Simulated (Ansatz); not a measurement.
The calculation used Ansatz 0.2.0, DFT PBE, scalar-relativistic, plane waves, PAW, and for the lanthanide a 4f-in-core norm-conserving potential. All cells share a 690 eV cutoff and Γ-centred k meshes spaced at most about 0.3 Å⁻¹ (about 0.25 or finer for metals, 2π included). No spin polarisation in the final relaxations.

Temperature and zero-point effects are left out. All come from trial cells, and lower structures may exist.

Task: Which of these relaxed structures of Li3Tm is the lowest in energy?
A.

```
CELL_PARAMETERS angstrom
0.00000 3.56273 3.56273
3.56273 0.00000 3.56273
3.56273 3.56273 0.00000
ATOMIC_POSITIONS crystal
Li 0.25000 0.25000 0.25000
Li 0.50000 0.50000 0.50000
Li 0.75000 0.75000 0.75000
Tm 0.00000 0.00000 0.00000
```

B.

```
CELL_PARAMETERS angstrom
3.44888 0.00000 0.00000
0.00000 3.44888 0.00000
0.00000 0.00000 7.48216
ATOMIC_POSITIONS crystal
Li 0.50000 0.50000 0.00000
Li 0.00000 0.00000 0.21170
Li 0.00000 0.00000 0.78830
Tm 0.50000 0.50000 0.50000
```

C.

```
CELL_PARAMETERS angstrom
5.82242 0.00000 0.00000
-2.91121 5.04236 0.00000
0.00000 0.00000 3.16489
ATOMIC_POSITIONS crystal
Li 0.50000 0.00000 0.50000
Li 0.00000 0.50000 0.50000
Li 0.50000 0.50000 0.50000
Tm 0.00000 0.00000 0.00000
```

D.

```
CELL_PARAMETERS angstrom
4.55972 0.00000 0.00000
0.00000 4.55972 0.00000
0.00000 0.00000 4.55972
ATOMIC_POSITIONS crystal
Li 0.50000 0.00000 0.50000
Li 0.00000 0.50000 0.50000
Li 0.50000 0.50000 0.00000
Tm 0.00000 0.00000 0.00000
```

Result: B. It has space group P4/mmm (No. 123); the next, C, with space group P6/mmm (No. 191), lies 56 meV/atom higher. Counting all near atoms (those within 1.25 times the shortest distance at each site; a plus sign parts nearer from farther groups; a slash parts the counts of unlike sites), the lowest has Li 8+4/13, Tm 14 and the next has Li 10, Tm 14. Even the lowest lies +0.12 eV/atom against the elements.

Cells relaxed within their symmetry can be saddle points. Some candidate types were left out of the draw beforehand, so a known form may be missing.

The lanthanide is trivalent by construction, without f bands, f moments or other valences. The reference runs of the other elements, and any phases without the lanthanide, used 420 eV, which shifts energies against them by under 10 meV/atom. The lanthanide's reference is the lowest of its hcp, dhcp and fcc cells.
